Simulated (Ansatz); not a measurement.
TePt:
Space group R-3m, hexagonal axes (No. 166); a = b = 3.935 Å, c = 19.688 Å, α = β = 90.00°, γ = 120.00°

```csv
atom,site,symmetry,x,y,z
Te,6c,3m,0.0000,0.0000,0.0989
Pt,6c,3m,0.0000,0.0000,0.3699
```
(The calculation used a cell of 4 atoms; values per cell refer to that cell.)

This is the LDA-relaxed structure.

All from the program Ansatz at the LDA level (PAW), unless another level is named. Predict the bulk modulus (Birch–Murnaghan fit).

69.1 GPa.

And the highest zone-centre frequency?

5.50 THz.

The first step of the workflow began from a Materials Project structure, measured or hypothetical; the Crystallography Open Database files this formula in space group No. 166, but the cells were not matched. Whether it is the stable phase at ambient conditions was not checked. The LDA relaxation kept the symmetry of its start; its stability against distortions is not shown here. The run is not spin-polarised. A crystal of weakly bound layers computed without a dispersion correction: the cell and the soft elastic constants depend strongly on that. As this level gives no gap, phonon frequencies hold no LO–TO term and depend on the k-mesh and smearing (Fermi–Dirac, 0.1 eV here). Scalar-relativistic: spin–orbit coupling is off unless named, which matters more the heavier the elements.

Potentials: the later of the program's two PAW sets.
